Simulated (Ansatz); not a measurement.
The elements of this relaxed trial crystal are hidden behind letters.

```
lattice vectors (Å)
   4.5125    0.0000    0.0000
   0.0000    4.5125    0.0000
   0.0000    0.0000    4.5125
fractional positions
X 0.0000 0.0000 0.0000
X 0.5000 0.5000 0.0000
X 0.5000 0.0000 0.5000
X 0.0000 0.5000 0.5000
Z 0.5000 0.5000 0.5000
```

These are results of DFT PBE, scalar-relativistic, plane waves, PAW in Ansatz 0.2.0, not measurements. Settings of the last relaxation (5-atom cell): 420 eV, 8×8×8 k points, Gaussian smearing of 0.10 eV, no spin polarisation.

| Quantity | Value |
| --- | --- |
| Space group | Pm-3m (No. 221) |
| Conventional cell | a = 4.512 Å |
| Volume per atom | 18.38 Å³ |
| Density | 3.01 g/cm³ |
| Formation energy | +0.04 eV/atom |
| Gap on the 8×8×8 mesh of the 5-atom cell | 0 eV (a metal) |

Energies are uncorrected and count from the elements' standard states at the same level.

**Question.** X is a p-block element of period 3 and Z is a d-block element of period 4. Which elements are they?

**Answer.** X = Al, Z = Ni, so the formula is Al4Ni. Density times volume gives a mean mass of 3.01 × 18.38/1.6605 = 33.3 u per atom, and this set has 33.3 u. Al on a site of symmetry m-3m is surrounded by 12 Al at 3.19 Å; around Al on a site of symmetry 4/mmm lie 2 Ni at 2.26 Å and 12 Al at 3.19 Å; around Ni lie 6 Al at 2.26 Å. Other sets within the hints have nearly the same mass, so mass alone doesn't settle it; this one was computed.

Trial moments died out on the coarse mesh, so the last step has no spin; another magnetic start might hold. A structure relaxed within its symmetry needn't be a true minimum. Another cell of Al4Ni relaxed alike, in P-3m1, lies 192 meV/atom lower, so this cell isn't the stable form at this level.
